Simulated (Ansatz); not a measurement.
**HfOs: frozen-core PAW against all-electron methods**

```xyz
2
Lattice="3.1742 0.0000 0.0000 0.0000 3.1742 0.0000 0.0000 0.0000 3.2390" Properties=species:S:1:pos:R:3 pbc="T T T"
Hf    0.0000    0.0000    0.0000
Os    1.5871    1.5871    1.6195
```

Atoms are numbered in the order listed.

The geometry is COD entry 1523505, unchecked; take it as a test cell. The listed cell was then made from it by scaling, straining or moving an atom.

Spin–orbit coupling is left out, though it moves levels of the heavy atoms by tenths of an eV or more.

All numbers are computed: DFT, PBEsol, PAW with Ansatz's default frozen-core files, scalar-relativistic (Ansatz 0.2.0); DFT, PBEsol, all-electron PAW with datasets made for the crystal, scalar-relativistic (Ansatz 0.2.0); DFT, PBEsol, all-electron LAPW, scalar-relativistic (Ansatz 0.2.0).

For PAW: a Γ-centred 10×10×10 k mesh, Fermi–Dirac smearing of 0.05 eV, cutoff 420 eV, no spin polarisation; the PAW files were made with PBE, and the program remakes their frozen cores for this functional. The crystal-made all-electron datasets (AE datasets) take a cutoff of 460 eV at this cell. LAPW targets a basis error of 1 meV/atom. The Ansatz runs share mesh, smearing and spin set-up. Plane-wave (PAW) pressures include the program's estimate of the Pulay term.

Stress and pressure are positive in compression.

The change that made this cell: equal xx and yy strain of -2 %.

No spin–orbit coupling: at heavy atoms the gradients can be off by tens of per cent for that reason.

In a metal, gradients converge slowly with the k mesh: the values move by tens of per cent from one mesh to another, at times in sign, so only the comparison on one mesh counts.

```tsv
quantity	PAW	AE datasets	LAPW
pressure (GPa)	6.30	6.32	6.32
stress xx (GPa)	8.43	8.46	8.46
stress zz (GPa)	2.02	2.05	2.05
field gradient Vzz at Os2 (10²¹ V/m²)	6.70	6.76	–
```

PAW's pressure differs from the LAPW value by -0.03 GPa. Datasets made for the crystal and LAPW share parts of one code, so their agreement isn't an independent check.
